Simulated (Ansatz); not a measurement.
The relaxed structure here is a generated cell of ZrS2: the first start was made by placing the elements on the sites of a structure type, and the end was not matched to a known phase here, so it may be hypothetical. Known forms of ZrS2 include space group No. 164.

One stationary structure of ZrS₂. The numbers are results of PBE (plane waves to 420 eV, PAW, scalar-relativistic; Ansatz, an electronic-structure program), not measurements.

```
CELL_PARAMETERS angstrom
     -2.54384     2.54384     5.63740
      2.54384    -2.54384     5.63740
      2.54384     2.54384    -5.63740
ATOMIC_POSITIONS crystal
  Zr 0.50000 0.50000 0.00000
  Zr 0.25000 0.75000 0.50000
  S  0.72611 0.72611 0.00000
  S  0.02389 0.52389 0.50000
  S  0.27389 0.27389 0.00000
  S  0.47611 0.97611 0.50000
```

Question: Find the space group and the Wyckoff positions (tolerance 0.01 Å).

Answer: Space group I4₁/amd, origin choice 1 (No. 141); a = b = 5.0877 Å, c = 11.2748 Å, α = β = γ = 90.00°

```csv
atom,site,symmetry,x,y,z
Zr,4b,-4m2,0.0000,0.0000,0.5000
S,8e,2mm.,0.0000,0.0000,0.2739
```

This is the anatase type.

Question: Give the shortest distances between elements (the closest pairs, up to four, under 3.6 Å).

Answer: S–Zr 2.55 Å; S–S 3.42 Å.

```json
{
  "volume_per_atom": "24.32 Å³",
  "band_gap": "0.42 eV, indirect (valence top at X, conduction bottom at Γ) (no spin-orbit coupling)",
  "smallest_direct_gap": "0.89 eV at Γ"
}
```

No spin polarisation in the result.

The run could not lose the symmetry of its start, so the end can be a saddle point.
